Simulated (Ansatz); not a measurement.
Nb$_{2}$SiB$_{2}$:
```yaml
crystal:
  lattice:
    - [3.15930, 0.00000, 0.00000]
    - [-1.57965, 2.73603, 0.00000]
    - [0.00000, 0.00000, 6.97155]
  atoms:
    - { symbol: Nb, position: [0.33333, 0.66667, 0.72718] }
    - { symbol: Nb, position: [0.33333, 0.66667, 0.27282] }
    - { symbol: Si, position: [0.00000, 0.00000, 0.00000] }
    - { symbol: B, position: [0.00000, 0.00000, 0.50000] }
    - { symbol: B, position: [0.66667, 0.33333, 0.50000] }
```

Relaxed with r²SCAN. Special points in fractions of this cell's reciprocal vectors: Γ (0.000, 0.000, 0.000); M (0.500, 0.000, 0.000); K (0.333, 0.333, 0.000); A (0.000, 0.000, 0.500); L (0.500, 0.000, 0.500); H (0.333, 0.333, 0.500).

Q: List the band energies nearest the Fermi level at these points for r²SCAN (plane waves, PAW; program Ansatz).

A: In eV from the Fermi level; about four levels below and three above (degenerate sets whole), none deeper than 8.9 eV; points with the same levels are listed once.

```csv
k,below,above
Γ,-0.76 -0.76 -0.27 -0.27,1.71 2.05 2.05
M,-4.70 -3.89 -3.26 -1.73,0.74 1.07 2.64
K,-3.39 -3.04 -2.81 -0.87,1.33 1.37 2.70
A,-0.55 -0.55 -0.45 -0.45,0.84 1.31 1.31
L,-3.48 -3.37 -1.91 -0.50,1.64 2.91 3.16
H,-3.43 -3.39 -3.33 -1.28,1.92 3.23 3.27
```

Space group P-6m2. The start of the workflow was typed in or built on a structure type; neither database checked (COD, Materials Project) lists it. Its standing as an ambient phase is unchecked. Symmetry was held in the r²SCAN relaxation; whether a distortion lowers the energy is not shown. The run is not spin-polarised. Spin–orbit coupling is left out wherever it is not named.

Potentials: the earlier of the program's two PAW sets. The files were generated under PBE; for other functionals the program regenerates the frozen cores, and for LDA and PBEsol the local potential too.
